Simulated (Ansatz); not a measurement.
Relaxed-ion elastic tensor of Ga (α-Ga, space group No. 64) in GPa (Voigt order), DFT-PBEsol in the program Ansatz with PAW potentials; density 6.07 g/cm³, 19.07 Å³ per atom.

```
96.2  32.3  44.3   0.0   0.0   0.0
32.3   130  30.7   0.0   0.0   0.0
44.3  30.7   103   0.0   0.0   0.0
 0.0   0.0   0.0  41.5   0.0   0.0
 0.0   0.0   0.0   0.0  43.0   0.0
 0.0   0.0   0.0   0.0   0.0  33.2
```

### Question
Is the crystal mechanically stable?

### Answer
Yes: the smallest eigenvalue of C is 33.2 GPa.

### Question
Work out the Voigt, Reuss and Hill averages.

### Answer
K_V = 60.4, K_R = 60.1, K_H = 60.3; G_V = 38.3, G_R = 36.9, G_H = 37.6 GPa.

### Question
Give Young's modulus, Poisson's ratio, Pugh's ratio and the universal anisotropy index.

### Answer
E = 9KG/(3K + G) = 93.4 GPa; ν = 0.24; K/G = 1.60 (brittle by the Pugh limit of 1.75); A_U = 5G_V/G_R + K_V/K_R − 6 = 0.19.

### Question
Estimate the sound speeds and the Debye temperature.

### Answer
v_l = √((K + 4G/3)/ρ) = 4270 m/s, v_t = √(G/ρ) = 2490 m/s, mean 2760 m/s; Θ = (h/k)(3n/4πV)^(1/3) v_m = 308 K.

### Question
Solve the Christoffel equation for the three sound speeds along x, y, z.

### Answer
Eigenvalues of C_ijkl n_j n_l equal ρv². In km/s, slowest first: x 2.34, 2.66, 3.98; y 2.34, 2.61, 4.62; z 2.61, 2.66, 4.13.

### Question
How much does each axis shrink under pressure?

### Answer
Linear compressibilities β_i = Σ_j S_ij (j = 1 to 3): x 6.2, y 4.9, z 5.6 per TPa.

Space group Cmce (α-Ga). The cell was relaxed with PBEsol under the symmetry of its start; of distortions, only those at the zone centre were tested. As this level gives no gap, shear constants depend on the k-mesh and smearing (Fermi–Dirac, 0.1 eV here).

Potentials: the later of the program's two PAW sets.
